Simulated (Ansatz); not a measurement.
Bi:
```
Bi
1.0
    4.52005     0.00000     0.00000
    0.00000     4.52005     0.00000
    0.00000     0.00000     3.25008
Bi
2
Cartesian
  0.00000   2.26003   1.83017
  2.26003   0.00000   1.41991
```

Relaxed with PBEsol. Special points in fractions of this cell's reciprocal vectors: Γ (0.000, 0.000, 0.000); X (0.000, 0.500, 0.000); M (0.500, 0.500, 0.000); Z (0.000, 0.000, 0.500); R (0.000, 0.500, 0.500); A (0.500, 0.500, 0.500).

Task: List the band energies nearest the Fermi level at these points for PBEsol in the plane-wave PAW code Ansatz.

Result: In eV from the Fermi level; about four levels below and three above (degenerate sets whole), none deeper than 8.9 eV; points with the same levels are listed once.

| k | below | above |
|---|---|---|
| Γ | -3.22 -3.22 | 2.59 3.19 3.31 3.31 |
| X | -1.12 -1.12 -0.97 -0.97 | 4.54 4.54 8.29 8.29 |
| M | -5.21 -5.21 | 4.94 4.94 5.29 5.29 |
| Z | -4.89 -1.42 -1.36 -1.36 | 4.12 4.12 5.27 |
| R | -3.74 -3.74 | 0.90 0.90 1.11 1.11 |
| A | -3.24 -3.24 -3.24 -3.24 | 2.09 2.09 7.81 7.81 |

Space group P4/nmm. The workflow started from a Materials Project entry (that database holds measured and hypothetical structures alike); the Crystallography Open Database copy checked does not list it. It is not the phase usual at ambient conditions (space group No. 166). The PBEsol relaxation kept the symmetry of its start; whether a distortion lowers the energy is not shown. Scalar-relativistic: spin–orbit coupling is off unless named, which matters more the heavier the elements.

Potentials: the earlier of the program's two PAW sets. The files were generated under PBE; for other functionals the program regenerates the frozen cores, and for LDA and PBEsol the local potential too.
